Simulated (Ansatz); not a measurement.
WS2 (2H-MoS2 type, space group P6_3/mmc)

```
WS2
1.0
    3.15408     0.00000     0.00000
   -1.57704     2.73152     0.00000
    0.00000     0.00000    12.13731
W S
2 4
Direct
  0.33333   0.66667   0.25000
  0.66667   0.33333   0.75000
  0.33333   0.66667   0.62026
  0.66667   0.33333   0.12026
  0.66667   0.33333   0.37974
  0.33333   0.66667   0.87974
```

Equation-of-state scan: isotropic scaling of the cell above, V₀ being its volume. The atoms relax within the cell's symmetry.

Calculation: PBE-D3(BJ) (plane waves to 420 eV, PAW, scalar-relativistic; Ansatz, a quantum-chemistry and plane-wave program). k mesh 12×12×3 (Γ-centred), Fermi-Dirac smearing 0.05 eV. Energies are smeared free energies. Stress and pressure are positive under compression. With the shape held, the modulus is that of even scaling; a crystal free to change shape is softer. Spin-orbit coupling is left out, though W is heavy. WS2 is run without spin polarisation. WS2 was relaxed with its symmetry unable to fall. ΔE is measured from the relaxed starting cell.

```tsv
V (Å³/atom)	ΔE (meV/atom)
14.640	152.4
15.104	99.9
15.569	60.5
16.034	32.3
16.499	13.6
16.963	3.3
17.428	0.0
17.893	2.9
18.357	withheld
18.822	24.3
19.287	41.5
19.752	62.4
20.217	86.5
```

Question: Fit a third-order Birch-Murnaghan form (E₀, V₀, B₀, B₀′ free) to the given rows and predict ΔE at V = 18.357.

Answer: Least squares on the 12 given rows: ΔE = E₀ + (9V₀B₀/16)·y²·[2 + (B₀′ − 4)y], y = (V₀/V)^(2/3) − 1, with V₀ = 17.426 Å³/atom, B₀ = 80.61 GPa (160.2 GPa = 1 eV/Å³; the term in eV is multiplied by 1000), B₀′ = 4.30, E₀ = -0.11 meV/atom; root-mean-square residual 0.12 meV/atom. At 18.357 the fit gives 11.3 meV/atom; the calculation gives 11.3 meV/atom, the same to the digits shown. For the pressure the fit gives -3.8 GPa against the computed -3.7 GPa.

(A scan under strain: stresses follow from slopes of the energy per volume, elastic moduli from its curvatures.)
